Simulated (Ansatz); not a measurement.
# Structure optimisation: lithium, omega (AlB2-type)

Computed with DFT, r2SCAN, plane waves (500 eV) with PAW, scalar-relativistic (Ansatz 0.2.0). (PAW data from PBE, frozen cores regenerated.)

k-point mesh 7×7×10, Fermi-Dirac smearing 0.1 eV, no spin polarisation. Cell and atoms relax.

Starting structure:

```cif
data_structure
_symmetry_space_group_name_H-M 'P 1'
_symmetry_Int_Tables_number 1
_cell_length_a 4.9612
_cell_length_b 4.9612
_cell_length_c 3.0412
_cell_angle_alpha 90.000
_cell_angle_beta 90.000
_cell_angle_gamma 120.000
_cell_volume 64.83
loop_
_atom_site_label
_atom_site_type_symbol
_atom_site_fract_x
_atom_site_fract_y
_atom_site_fract_z
_atom_site_occupancy
Li1 Li 0.00000 0.00000 0.00000 1
Li2 Li 0.33333 0.66667 0.50000 1
Li3 Li 0.66667 0.33333 0.50000 1
```

Q: The pressure at the start is -0.3 GPa. By how much does the volume change?

A: From 21.61 to 21.03 Å³ per atom, -2.7 %. The final cell has a = 4.992 Å, c = 2.923 Å (c/a = 0.586).

Q: How much energy does the relaxation gain?

A: 3.2 meV per atom.
